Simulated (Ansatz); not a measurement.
Method: DFT PBE, scalar-relativistic, plane waves, PAW (Ansatz). Settings: cutoff 420 eV, Γ-centred meshes spaced at most about 0.3 Å⁻¹ (2π included), Gaussian smearing. No spin polarisation in the final relaxations.

All energies are static (0 K, no zero-point motion). All come from trial cells, and lower structures may exist.

Question: Which of these relaxed structures of BeSeO4 is the lowest in energy?
A. Space group P1 (No. 1), triclinic, a = 4.851 Å, b = 4.853 Å, c = 8.127 Å, α = 91.6°, β = 91.4°, γ = 118.9°. Be on its first site is surrounded by 4 O at 1.63–1.65 Å; Be on its second site has 4 O at 1.63–1.65 Å; Se on its first site is surrounded by 4 O at 1.66–1.67 Å; around O on its first site lie 1 Be at 1.64 Å and 1 Se at 1.66 Å; 8 more sites not described.
B. Space group P6_3mc (No. 186), hexagonal, a = 5.319 Å, c = 8.680 Å. Around Be lie 4 O at 1.62 Å; Se is surrounded by 4 O at 1.63 Å; O on a site of symmetry 3m is surrounded by 1 Be at 1.62 Å and 1 Se at 1.63 Å; O on a site of symmetry m has 1 Be at 1.62 Å and 1 Se at 1.63 Å.

Answer: A. It has space group P1 (No. 1); the next, B, with space group P6_3mc (No. 186), lies 115 meV/atom higher. Counting O atoms around Be and Se (those within 1.25 times the shortest such distance or 1.15 times the sum of covalent radii), the lowest and the next both have Be 4, Se 4.

Cells relaxed within their symmetry can be saddle points. The P1 cell of BeSeO4 came from shaking the P6_3mc one. Some structure types and database cells were kept out of the candidates from the start, so a known form may be missing.
